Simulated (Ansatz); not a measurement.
The numbers come from plane-wave PAW DFT (Ansatz): PBE, no spin polarisation, 420 eV, 6×6×6 Γ-centred k points, fermi-dirac occupations (width 0.0157 eV). Nothing was relaxed.

Computed maps in the lattice plane spanned by b (left to right, 6.21 Å, 19 points from zero) and c (bottom to top, 6.21 Å, 19 points from zero), 90° apart, at height 0.500 along a. The fields are smooth PAW ones with compensation charges, not the true ones near nuclei.

Valence density. Digits on a logarithmic scale: 0 up to 0.03 e/Å³, each further digit a factor of 1.6, 9 from 1.3 e/Å³ up:
```
0000246899998642000
0000135789987531000
0000124577775421000
2211113456654311112
4432112345543211234
6654323455554323456
8875434578875434578
9987545799997545789
9997655899998556799
9997655899998556799
9987545799997545789
8875434578875434578
6654323455554323456
4432112345543211234
2211113456654311112
0000124577775421000
0000135789987531000
0000246899998642000
0000246899998642000
```

Problem. The cell is BeSnI$_{3}$. Which atoms lie within 0.2 Å of this plane, and where (fractions of b and c)?

Solution. Sn at (0.50, 0.50), I at (0.00, 0.50), I at (0.50, 0.00). The whole cell:
```
Sn I Be
1.0
     6.20500    0.00000    0.00000
     0.00000    6.20500    0.00000
     0.00000    0.00000    6.20500
Sn I Be
1 3 1
Direct
  0.50000 0.50000 0.50000
  0.00000 0.50000 0.50000
  0.50000 0.00000 0.50000
  0.50000 0.50000 0.00000
  0.00000 0.00000 0.00000
```

Origin: a known structure type with other elements, at an estimated volume, so it need not be a known compound. Caveats: many states at the Fermi level without spin polarisation, so a magnetic state may lie lower.
